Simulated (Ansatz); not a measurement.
Ga$_{2}$O$_{3}$ (corundum, R-3c), r²SCAN (plane waves, PAW; program Ansatz), all energies at zero smearing, with the estimated change up to a 700 eV cutoff added, with one set of potentials and settings (totals compare only within such a set). Cell of 10 atoms (4 Ga, 6 O): -18577.693 eV.

```
element                            reference phase  E (eV/atom)
-------  -----------------------------------------  -----------
Ga                       Cmce, 4 atoms in the cell   -3790.2689
O        C2/m, 4 atoms in the cell, spin-polarised    -566.0281
```

Formation energy per atom, worked out: (-18577.693 − 4×(-3790.2689) − 6×(-566.0281))/10 = -2.045 eV/atom (-197 kJ per mol of atoms), at 0 K, without zero-point energy or fitted corrections.

The cell was relaxed with r²SCAN under the symmetry of its start. The references are the lowest solids computed at this level, not always the standard phases (solids in place of the gases).

Potentials: the later of the program's two PAW sets.
